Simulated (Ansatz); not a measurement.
Given:

KTaO$_{3}$:
```
KTaO3
1.0
    3.98618     0.00000     0.00000
    0.00000     3.98618     0.00000
    0.00000     0.00000     3.98618
K Ta O
1 1 3
Direct
  0.00000   0.00000   0.00000
  0.50000   0.50000   0.50000
  0.00000   0.50000   0.50000
  0.50000   0.50000   0.00000
  0.50000   0.00000   0.50000
```

This is the HSE06-relaxed structure.

All from plane-wave PAW HSE06 (Ansatz code), unless another level is named. Predict the band gap.

3.58 eV (indirect).

Give the smallest direct gap on the standard path.

4.23 eV.

Predict the conduction-band minimum.

at Γ.

Give the valence-band maximum.

at R.

Space group Pm-3m (cubic perovskite). The cell was relaxed with HSE06 under the symmetry of its start. The run is not spin-polarised. The hybrid was solved on a coarse mesh, the path and, where they were found, the r²SCAN edge points; its band edges are the extreme levels among these. Spin–orbit coupling is left out wherever it is not named.

Potentials: the later of the program's two PAW sets.
